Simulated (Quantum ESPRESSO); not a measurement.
# Kohn-Sham bands of Te2Mo (P-6m2, isolated units)

```
CELL_PARAMETERS angstrom
      3.56023     0.00000     0.00000
     -1.78012     3.08325     0.00000
      0.00000     0.00000    17.52406
ATOMIC_POSITIONS crystal
  Te 0.33333 0.66667 0.89786
  Te 0.33333 0.66667 0.10214
  Mo 0.00000 0.00000 0.00000
```

Cell from Materials Project (mp-1023935), symmetrised, no further relaxation. Computed values, not measurements, from PBEsol: Quantum ESPRESSO (norm-conserving PseudoDojo potentials, cutoff 66 Ry, no spin polarisation, no spin-orbit coupling) on a Γ-centred 6×6×4 mesh, then Wannier90. Density: 12×12×1 mesh, cold smearing 0.01 Ry. The cell is built of weakly bound layers, chains or molecules, whose nearest atoms lie 13.94 Å apart, far more than in van der Waals crystals (3.2 to 4.2 Å): it describes nearly isolated units, such as a monolayer, not the bulk crystal. Spin-orbit coupling is left out although heavy elements are present.

Energies are relative to the valence-band maximum; weights are on the orthonormalised atomic waves of the pseudopotential files, averaged over the group. 46 electrons a cell are treated as valence.

| bands | from (eV) | to (eV) | filling | weight on atomic waves |
|---|---|---|---|---|
| 1 | -60.60 | -60.59 | filled | ___ |
| 2–11 | -36.44 | -36.32 | filled | ___ |
| 12–14 | -34.76 | -34.64 | filled | ___ |
| 15–16 | -12.56 | -10.11 | filled | ___ |
| 17–23 | -5.34 | 0.00 | filled | ___ |

Which atomic shells make up each group?


- 1, weight on atomic waves: Mo 4s 97 %
- 2–11, weight on atomic waves: Te 4d 100 %
- 12–14, weight on atomic waves: Mo 4p 98 %
- 15–16, weight on atomic waves: Te 5s 80 %, Mo 4d 8 %, Mo 5s 8 %
- 17–23, weight on atomic waves: Te 5p 56 %, Mo 4d 37 %

The Kohn-Sham gap over both meshes and the path is 1.05 eV.
